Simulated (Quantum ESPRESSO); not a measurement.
# Ga4NO4F: convergence and cost over cutoff and k mesh

Simulated, not a measurement. The program is pw.x of Quantum ESPRESSO 7.5 (plane-wave density functional theory). The cell is made up: 10 atoms on a corundum lattice, with randomly drawn elements, strain and displacements, not relaxed. PseudoDojo standard norm-conserving files (v0.5 for PBE, v0.4.1 for LDA and PBEsol) set the functional; there is no spin polarisation, spin-orbit coupling or dispersion term, and the masses in the input are unused placeholders.

Input of the run in row 2:

```
&control calculation='scf', pseudo_dir='./dojo.nc.sr.pbe.v0_5.standard.upf', outdir='./o', disk_io='medium', tprnfor=.true., tstress=.true. /
&system ibrav=0, nat=10, ntyp=4, nbnd=50, ecutwfc=84.00895049, nosym=.true., tot_charge=0,
 occupations='smearing', smearing='fd', degauss=0.0018374661
/
&electrons conv_thr=7.350e-09, electron_maxstep=60, /
ATOMIC_SPECIES
F 1.0 F.upf
Ga 1.0 Ga.upf
N 1.0 N.upf
O 1.0 O.upf
CELL_PARAMETERS angstrom
2.4917 1.5262 4.518
-2.5502 1.5031 4.558
-0.0493 -2.8307 4.4741
ATOMIC_POSITIONS angstrom
Ga -0.0324 0.1863 4.7792
Ga -0.0728 0.0013 1.9814
Ga -0.0518 0.0922 8.7341
Ga -0.0389 0.1339 11.561
N -1.0333 1.5037 7.916
O -0.8932 -1.402 7.8726
O 1.7423 0.2229 7.8297
O 0.9549 -1.3536 5.603
O 0.7421 1.7049 5.6205
F -1.789 -0.0411 5.5775
K_POINTS automatic
5 5 5 1 1 1
```

The same cell was run at these settings. Meshes are shifted by half a step, and differences are from the last row, which is itself not exact.

| cutoff (eV) | k mesh | k points solved | threshold (eV) | free energy less the last row's (eV) | pressure (GPa) | largest stress difference (GPa) | largest force difference (eV/Å) | iterations | wall time (s) | k-point pools | processor |
| --- | --- | --- | --- | --- | --- | --- | --- | --- | --- | --- | --- |
| 800 | 2 x 2 x 2 | 4 | 1e-04 | 4.335 | -53.53 | 65.27 | 0.084 | 9 | 46 | 1 | AMD EPYC, Zen 5 class |
| 1143 | 5 x 5 x 5 | 63 | 1e-07 | 0.003 | 11.53 | 0.01 | 0.001 | 13 | 887 | 1 | AMD EPYC, Zen 5 class |
| 1437 | 7 x 7 x 7 | 172 | 1e-07 | 0.000 | 11.53 | 0.00 | 0.000 | 13 | 3216 | 1 | AMD EPYC, Zen 5 class |

Each pool is one process. Wall times include start-up and a band step at six k points, which weighs most on the coarsest meshes. The runs were on shared virtual cores whose load varied, so times are rough.